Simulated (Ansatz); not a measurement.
Property card for B$_{2}$Ir

B2Ir:
Space group I4/mmm (No. 139); a = b = 2.785 Å, c = 6.819 Å, α = β = γ = 90.00°

| atom | site | symmetry | x | y | z |
|---|---|---|---|---|---|
| Ir | 2a | 4/mmm | 0.0000 | 0.0000 | 0.0000 |
| B | 4e | 4mm | 0.0000 | 0.0000 | 0.3197 |
(The calculation used a cell of 3 atoms; values per cell refer to that cell.)

Space group I4/mmm (No. 139), MoSi2 or CaC2 type; conventional cell a = 2.7851 Å, b = 2.7851 Å, c = 6.8186 Å, α = 90.00°, β = 90.00°, γ = 90.00°.

Method: PBEsol (plane waves, PAW; program Ansatz). Geometry: relaxed at this level of theory. Other levels are named where they apply.

Cell and energy:

```json
{
  "volume_per_atom": "8.82 Å³",
  "density": "13.43 g/cm³",
  "Formation energy from the elements (no fitted shifts)": "0.26 eV/atom"
}
```

Electronic structure:

```json
{
 "electronic_character": "metallic (no gap)",
 "Density of states at the Fermi level": "0.44 states/eV per atom (mean over ±0.08 eV)",
 "Gap with spin–orbit coupling": "none (metallic)"
}
```

Mechanics:

```json
{
 "Bulk modulus (Birch–Murnaghan fit)": "322 GPa",
 "Pressure derivative B′": "4.8"
}
```

Phonons:

```json
{
 "highest_zone_centre_frequency": "591 cm^-1",
 "zone_centre_stability": "no imaginary mode at Γ"
}
```

A made-up cell: these elements were put on the sites of a structure type; neither database checked (COD, Materials Project) lists it. Whether it is the stable phase at ambient conditions was not checked. Symmetry was held in the PBEsol relaxation. No spin polarisation was allowed. As this level gives no gap, phonon frequencies hold no LO–TO term and depend on the k-mesh and smearing (Fermi–Dirac, 0.1 eV here). The references are the lowest solids computed at this level, not always the standard phases. Scalar-relativistic: spin–orbit coupling is off unless named, which matters more the heavier the elements.

Potentials: the earlier of the program's two PAW sets. The files were generated under PBE; for other functionals the program regenerates the frozen cores, and for LDA and PBEsol the local potential too.
